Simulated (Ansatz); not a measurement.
**Phonon dispersion of TaBr₄**

The calculation used Ansatz 0.2.0, DFT PBE, scalar-relativistic, plane waves, PAW. Cutoff 420 eV, 6×6×10 k-points (Γ-centred), Fermi-Dirac smearing of 0.15 eV. No spin polarisation. Phonons by linear response, acoustic sum rule imposed.

Equilibrium structure at this level:
```
Ta Br
1.0
     5.52192   -4.64019    0.00000
     5.52192    4.64019    0.00000
     0.00000    0.00000    3.56415
Ta Br
1 4
Direct
  0.50000 0.50000 0.50000
  0.76667 0.23333 0.50000
  0.32363 0.32363 0.00000
  0.67637 0.67637 0.00000
  0.23333 0.76667 0.50000
```

It was reached by relaxing an invented guess, and it needn't be the stable form of this composition. In a metal, frequencies and elastic constants depend on the k mesh and the smearing, soft modes and shear constants most. Some empty bands missed the eigensolver's threshold. Spin–orbit coupling is left out, which matters for heavy elements. The q mesh is coarse, so values between its points are rough. No dispersion correction is applied, so modes and constants that involve weak contacts between layers, chains or molecules come out too soft.

Force constants from linear response on a 1×1×2 q mesh.

Path: Γ–Y–C0 | SIGMA0–Γ–Z–A0 | E0–T–Y | Γ–S–R–Z–T. Only the points of the 1×1×2 mesh were computed; the rest is interpolation, which is rough on so few points. At q = (0.000, 0.000, -0.500) a computed mode is imaginary, 167i cm⁻¹, so the cell is unstable at this level. Distance along the path (Å⁻¹), then the branches (cm⁻¹, negative for imaginary):
```
0.000  0 0 0 7 72 72 77 106 115 142 165 169 216 216 249
0.142  0 0 0 7 72 72 77 106 115 142 165 169 216 216 249
0.284  0 0 0 7 72 72 77 106 115 142 165 169 216 216 249
0.427  0 0 0 7 72 72 77 106 115 142 165 169 216 216 249
0.569  0 0 0 7 72 72 77 106 115 142 165 169 216 216 249
0.594  -6 2 5 9 71 73 77 107 115 142 165 169 215 216 249
0.619  -10 4 11 11 70 74 78 107 115 142 165 169 215 216 250
0.643  -12 6 12 16 70 74 78 107 115 142 165 168 213 216 251
0.668  -15 8 14 21 69 75 78 107 115 142 165 168 212 216 252
0.741  -20 13 16 34 66 77 80 109 114 142 165 167 206 216 255
0.885  -25 17 19 47 63 78 82 112 113 142 163 165 200 216 259
1.029  -22 16 16 40 65 77 81 110 114 142 165 165 204 216 257
1.174  -12 6 12 15 70 74 78 107 115 142 165 168 214 216 251
1.356  -17 10 10 11 71 74 77 107 114 143 158 175 215 215 248
1.577  -78 28 28 29 72 75 80 108 108 146 148 183 204 212 242
1.797  -133 40 47 47 69 82 91 97 113 151 153 184 185 207 233
2.017  -163 39 63 65 75 76 82 101 118 157 160 168 180 205 226
2.200  -166 39 67 71 75 76 76 103 119 161 161 162 179 202 227
2.344  -166 46 65 66 75 77 90 104 118 156 161 162 179 191 235
2.488  -166 52 60 66 75 77 97 105 118 152 161 162 179 187 237
2.633  -166 44 66 68 75 76 85 104 118 158 161 162 179 194 233
2.705  -166 40 66 70 75 76 78 103 119 160 161 162 179 200 229
2.730  -166 39 67 71 75 76 76 103 119 161 161 162 179 202 228
2.755  -166 38 67 71 75 75 76 102 119 161 161 162 179 203 226
2.780  -166 38 67 72 74 75 76 102 119 161 161 162 179 204 225
2.804  -166 38 67 72 74 75 76 102 119 161 161 162 179 205 225
3.025  -152 40 56 56 71 80 90 97 116 154 157 176 182 206 229
3.245  -108 36 38 38 69 82 83 103 110 149 149 184 195 209 237
3.466  -44 19 19 20 70 75 77 107 112 144 151 180 210 214 246
3.686  0 0 0 7 72 72 77 106 115 142 165 169 216 216 249
3.741  -8 3 9 10 71 74 78 107 115 142 165 169 215 216 250
3.852  -17 10 14 26 68 76 79 108 115 142 165 168 210 216 253
3.962  -22 15 16 39 65 77 81 110 114 142 165 166 204 216 256
4.073  -24 17 18 47 63 78 82 112 114 142 164 165 200 216 259
4.238  -24 -7 20 47 66 78 82 112 112 143 156 171 199 215 258
4.459  -77 -11 36 50 78 81 82 106 112 145 146 179 196 204 252
4.679  -133 30 53 58 74 93 93 95 113 147 151 182 185 189 244
4.899  -163 48 60 65 76 79 97 104 117 152 157 168 180 187 238
5.065  -166 51 61 66 75 77 96 104 118 153 161 162 179 188 237
5.175  -166 46 66 66 75 77 89 104 118 156 161 162 179 191 235
5.286  -166 41 66 69 75 76 80 103 119 160 161 162 179 198 230
5.396  -166 38 67 72 74 75 76 102 119 161 161 162 179 204 226
5.523  -166 38 67 72 74 75 76 102 119 161 161 162 179 205 225
5.665  -166 38 67 72 74 75 76 102 119 161 161 162 179 205 225
5.807  -166 38 67 72 74 75 76 102 119 161 161 162 179 205 225
5.949  -166 38 67 72 74 75 76 102 119 161 161 162 179 205 225
```
